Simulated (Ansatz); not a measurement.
Ti:
```
CELL_PARAMETERS angstrom
      2.90139     0.00000     0.00000
     -1.45069     2.51268     0.00000
      0.00000     0.00000     4.58590
ATOMIC_POSITIONS crystal
  Ti 0.33333 0.66667 0.25000
  Ti 0.66667 0.33333 0.75000
```

Relaxed with PBEsol. Special points in fractions of this cell's reciprocal vectors: Γ (0.000, 0.000, 0.000); M (0.500, 0.000, 0.000); K (0.333, 0.333, 0.000); A (0.000, 0.000, 0.500); L (0.500, 0.000, 0.500); H (0.333, 0.333, 0.500).

### Question
List the band energies nearest the Fermi level at these points for plane-wave PAW PBEsol (Ansatz code).

### Answer
In eV from the Fermi level; about four levels below and three above (degenerate sets whole), none deeper than 8.9 eV; points with the same levels are listed once.

```json
[
 {"k": "Γ", "below": "-6.28 -2.79", "above": "0.79 0.79 0.89"},
 {"k": "M", "below": "-2.40 -2.29 -1.96 -0.60", "above": "0.46 0.66 1.24"},
 {"k": "K", "below": "-1.82 -1.43 -1.43 -1.35", "above": "0.23 0.23 1.57"},
 {"k": "A", "below": "-4.37 -4.37", "above": "0.09 0.09 0.68 0.68 0.68 0.68"},
 {"k": "L", "below": "-2.66 -2.66 -0.87 -0.87", "above": "1.42 1.42 1.79 1.79"},
 {"k": "H", "below": "-1.15 -1.15 -0.20 -0.20", "above": "1.74 1.74 3.33 3.33"}
]
```

Space group P6_3/mmc (hcp (Mg type)). The cell was relaxed with PBEsol under the symmetry of its start; of distortions, only those at the zone centre were tested. No spin polarisation was allowed.

Potentials: the earlier of the program's two PAW sets.
